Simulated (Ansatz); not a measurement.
Crystals of one structure type (zinc blende) and one family of elements, relaxed and computed with the program Ansatz at the r²SCAN level (PAW).

```json
[
 {"crystal": "BN", "V (Å³/atom)": "5.87", "B₀ by P(V) fit (GPa)": "391"},
 {"crystal": "AlN", "V (Å³/atom)": "10.43", "B₀ by P(V) fit (GPa)": "?"},
 {"crystal": "GaN", "V (Å³/atom)": "11.38", "B₀ by P(V) fit (GPa)": "196"},
 {"crystal": "GaP", "V (Å³/atom)": "20.25", "B₀ by P(V) fit (GPa)": "87.6"},
 {"crystal": "InP", "V (Å³/atom)": "25.77", "B₀ by P(V) fit (GPa)": "68.2"},
 {"crystal": "InAs", "V (Å³/atom)": "28.48", "B₀ by P(V) fit (GPa)": "57.2"},
 {"crystal": "GaSb", "V (Å³/atom)": "28.83", "B₀ by P(V) fit (GPa)": "52.8"}
]
```

Q: Fit a straight line to ln B₀ against ln V and predict the withheld value.

A: Least squares on the 6 shown rows: ln B₀ = -1.25 × ln V + (8.236), with a scatter of 5 %. For AlN this gives 201. The run itself gave 210, within the scatter.

All cells were relaxed under the symmetry of their starts (and spin orders); stability against distortions was not tested throughout. Scalar-relativistic: spin–orbit coupling is off unless named, which matters more the heavier the elements.

Potentials: the earlier of the program's two PAW sets.
